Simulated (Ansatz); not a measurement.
# Zone-centre phonons of B$_{2}$Ru: input and output

The calculation used DFT LDA, scalar-relativistic, plane waves, PAW (Ansatz 0.2.0).

Launched with:
```bash
ansatz run input.yaml --threads 2 --pin off --max-ram 6144MiB --backend cpu --events-out ev --progress --plain --runs-dir out
```

Input (bare energies are in eV):
```yaml
crystal:
  lattice:
    - [2.8345911301, 0.0, 0.0]
    - [0.0, 4.5925763006, 0.0]
    - [0.0, 0.0, 4.0000589694]
  atoms:
    - { symbol: B, position: [0.0, 0.8039776971, 0.3632529466] }
    - { symbol: B, position: [0.0, 0.1960223029, 0.3632529466] }
    - { symbol: B, position: [0.5, 0.3039776971, 0.6367470534] }
    - { symbol: B, position: [0.5, 0.6960223029, 0.6367470534] }
    - { symbol: Ru, position: [0.0, 0.0, 0.8495782665] }
    - { symbol: Ru, position: [0.5, 0.5, 0.1504217335] }
basis:
  ecutwfc: 420
kpoints:
  mp_grid: { grid: [12, 8, 10] }
hamiltonian:
  xc: lda
scf:
  occupations: { method: fermi_dirac, width: 0.15 }
output:
  eigenvalues: true
phonons:
  method: dfpt
  eigenvectors: true
```

The end of the output:
```
--- Phonons (Γ-DFPT): 6 representative perturbations + reference, on 294 of 960 k-points (Σ response iterations 21) ---
  k mesh reduced under 2 symmetry operations, with k and −k counted as one. Each operation leaves every solved displacement unchanged or reverses it
  ASR residual: 1.514e-3 → 0.000e0 eV/Å²; symmetrization residual: 3.206e-5 eV/Å²
  ASR residual per site (eV/Å²): 3.99e-5 3.99e-5 3.99e-5 3.99e-5 1.51e-3 1.51e-3
  Γ frequencies (cm⁻¹): 0.00 0.00 0.00 141.79 209.66 278.86 436.56 447.65 466.19 563.56 576.50 644.00 664.79 678.04 688.41 705.35 712.35 830.35
  non-analytic LO–TO correction: not included (Born effective charges unavailable; polar crystals: no LO–TO splitting at Γ)
```

Time: 2.1 min on 2 threads of Intel(R) Xeon(R) Platinum 8259CL CPU @ 2.50GHz (Skylake/Cascade Lake) (shared host), peak memory 1.6 GiB.

In a metal, frequencies and elastic constants depend on the k mesh and the smearing, soft modes and shear constants most.